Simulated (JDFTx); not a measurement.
An input for a modified build of JDFTx (Ta(100), linear PCM (GLSSA13), water, 1 M NaCl; bohr, hartree) and the course of its log:

```
lattice \
  6.2547289109 0.0000000000 0.0000000000 \
  0.0000000000 6.2547289109 0.0000000000 \
  0.0000000000 0.0000000000 42.7078104165
coords-type Lattice
ion Ta 0.0000000000 0.0000000000 -0.1464539820 0
ion Ta 0.5000000000 0.5000000000 -0.0732269910 0
ion Ta 0.0000000000 0.0000000000 0.0000000000 0
ion Ta 0.5000000000 0.5000000000 0.0732269910 0
ion Ta 0.0000000000 0.0000000000 0.1464539820 0
ion-species pseudo/ta_pbesol_v1.upf
elec-cutoff 20 100
elec-ex-corr gga-PBEsol
coulomb-interaction Slab 001
coulomb-truncation-embed 0 0 0
kpoint-folding 6 6 1
elec-smearing Fermi 0.01
elec-n-bands 45
target-mu -0.111718
electronic-scf nIterations 100 energyDiffThreshold 1e-07
fluid LinearPCM
pcm-variant GLSSA13
fluid-solvent H2O
fluid-cation Na+ 1
fluid-anion Cl- 1
fluid-minimize nIterations 400 knormThreshold 1e-11
wavefunction read f0.wfns
elec-initial-eigenvals f0.eigenvals
elec-initial-fillings read f0.fillings
fluid-initial-state f0.fluidState
dump-name f0_u0.$VAR
dump End State Ecomponents EigStats BandEigs Forces ElecDensity IonicPositions Fillings Kpoints Dtot FluidDebug BoundCharge FluidDensity
```

```
[one cycle in 5 is shown, and the last three; fluid-solver lines are left out]
	FillingsUpdate:  mu: -0.111718000  nElectrons: 68.055095
SCF: Cycle:  0   G: -283.277814994081325   dG: +3.139e+00   |Residual|: 1.389e-01   |deigs|: 1.169e-09
	FillingsUpdate:  mu: -0.111718000  nElectrons: 65.568280
SCF: Cycle:  5   G: -286.337889439542778   dG: -1.166e-01   |Residual|: 1.981e-02   |deigs|: 1.422e-03
	FillingsUpdate:  mu: -0.111718000  nElectrons: 65.253240
SCF: Cycle: 10   G: -286.415475138391741   dG: +2.115e-04   |Residual|: 4.691e-03   |deigs|: 2.079e-04
	FillingsUpdate:  mu: -0.111718000  nElectrons: 65.589671
SCF: Cycle: 15   G: -286.351987723154593   dG: -1.442e-01   |Residual|: 1.844e-02   |deigs|: 1.978e-03
	FillingsUpdate:  mu: -0.111718000  nElectrons: 65.160538
SCF: Cycle: 20   G: -286.418434346054880   dG: -6.237e-05   |Residual|: 1.109e-03   |deigs|: 3.281e-04
	FillingsUpdate:  mu: -0.111718000  nElectrons: 65.185257
SCF: Cycle: 25   G: -286.418695879203710   dG: -1.278e-06   |Residual|: 2.687e-05   |deigs|: 1.411e-05
	FillingsUpdate:  mu: -0.111718000  nElectrons: 65.183725
SCF: Cycle: 30   G: -286.418694157176901   dG: +1.711e-06   |Residual|: 8.696e-05   |deigs|: 1.461e-05
	FillingsUpdate:  mu: -0.111718000  nElectrons: 65.185753
SCF: Cycle: 35   G: -286.418695852320809   dG: +4.340e-08   |Residual|: 5.024e-05   |deigs|: 5.995e-06
	FillingsUpdate:  mu: -0.111718000  nElectrons: 65.185708
SCF: Cycle: 40   G: -286.418695908280142   dG: -7.706e-06   |Residual|: 2.643e-05   |deigs|: 2.761e-05
	FillingsUpdate:  mu: -0.111718000  nElectrons: 65.184892
SCF: Cycle: 45   G: -286.418695693838970   dG: +1.899e-07   |Residual|: 3.222e-05   |deigs|: 7.332e-06
	FillingsUpdate:  mu: -0.111718000  nElectrons: 65.187226
SCF: Cycle: 50   G: -286.418695018430128   dG: +8.906e-07   |Residual|: 7.332e-05   |deigs|: 1.033e-05
	FillingsUpdate:  mu: -0.111718000  nElectrons: 65.188580
SCF: Cycle: 55   G: -286.418691772936654   dG: +4.131e-06   |Residual|: 1.363e-04   |deigs|: 2.075e-05
	FillingsUpdate:  mu: -0.111718000  nElectrons: 65.192185
SCF: Cycle: 60   G: -286.418678477980961   dG: +1.743e-05   |Residual|: 2.958e-04   |deigs|: 4.131e-05
	FillingsUpdate:  mu: -0.111718000  nElectrons: 65.186384
SCF: Cycle: 65   G: -286.418695745476725   dG: +1.604e-07   |Residual|: 3.853e-05   |deigs|: 5.320e-06
	FillingsUpdate:  mu: -0.111718000  nElectrons: 65.185458
SCF: Cycle: 70   G: -286.418695913335398   dG: -9.038e-06   |Residual|: 2.019e-05   |deigs|: 3.054e-05
	FillingsUpdate:  mu: -0.111718000  nElectrons: 65.185728
SCF: Cycle: 75   G: -286.418695918218873   dG: -5.184e-09   |Residual|: 1.466e-05   |deigs|: 2.446e-06
	FillingsUpdate:  mu: -0.111718000  nElectrons: 65.185566
SCF: Cycle: 80   G: -286.418695904807976   dG: +1.620e-08   |Residual|: 1.775e-05   |deigs|: 2.600e-06
	FillingsUpdate:  mu: -0.111718000  nElectrons: 65.186555
SCF: Cycle: 85   G: -286.418695543761089   dG: +3.532e-07   |Residual|: 4.030e-05   |deigs|: 7.936e-06
	FillingsUpdate:  mu: -0.111718000  nElectrons: 65.189517
SCF: Cycle: 90   G: -286.418689365085356   dG: +6.544e-06   |Residual|: 1.769e-04   |deigs|: 2.573e-05
	FillingsUpdate:  mu: -0.111718000  nElectrons: 65.186019
SCF: Cycle: 95   G: -286.418695792849974   dG: -1.624e-07   |Residual|: 2.816e-05   |deigs|: 6.752e-06
	FillingsUpdate:  mu: -0.111718000  nElectrons: 65.185526
SCF: Cycle: 97   G: -286.418695911069165   dG: -1.762e-07   |Residual|: 1.128e-05   |deigs|: 3.849e-06
	FillingsUpdate:  mu: -0.111718000  nElectrons: 65.189963
SCF: Cycle: 98   G: -286.418688521711999   dG: +7.389e-06   |Residual|: 1.961e-04   |deigs|: 2.737e-05
	FillingsUpdate:  mu: -0.111718000  nElectrons: 65.185466
SCF: Cycle: 99   G: -286.418695907863707   dG: -7.386e-06   |Residual|: 2.550e-05   |deigs|: 2.774e-05
SCF: None of the convergence criteria satisfied after 100 iterations.
IonicMinimize: Iter:   0  G: -286.418695907863707  |grad|_K:  0.000e+00
IonicMinimize: Converged (|grad|_K<1.000000e-04).
```

This run gave no converged result. The loop ran out of cycles short of its threshold. It has stalled and not diverged: the last ten energies span 7e-06 Ha, so the total is near its end, but levels, forces and the electron count aren't shown converged.
